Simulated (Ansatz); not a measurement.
Be₃Al (Cu3Au type, Pm-3m) at seven volumes, PBEsol (plane waves, PAW; program Ansatz), scaled uniformly. One row is withheld.

```
V (Å³/atom)  P (GPa)
-----------  -------
9.480          11.43
9.792              ?
10.105          3.31
10.417          0.01
10.730         -2.88
11.042         -5.42
11.355         -7.64
```

Task: Fit the shown pressures and predict the withheld one.

Result: Third-order Birch–Murnaghan: P = (3/2)B₀(x^(7/2) − x^(5/2))[1 + (3/4)(B′ − 4)(x − 1)] with x = (V₀/V)^(2/3). Least squares on the six rows gives V₀ = 10.418 Å³/atom, B₀ = 103.0 GPa, B′ = 3.45. At V = 9.792, x = 1.0422 and P = 7.10 GPa. The run itself gave 7.09 GPa.

A made-up cell: these elements were put on the sites of a structure type; neither database checked (COD, Materials Project) lists it. Whether it is the stable phase at ambient conditions was not checked. The cell was relaxed with PBEsol under the symmetry of its start; whether a distortion lowers the energy is not shown.

Potentials: the earlier of the program's two PAW sets. The files were generated under PBE; for other functionals the program regenerates the frozen cores, and for LDA and PBEsol the local potential too.
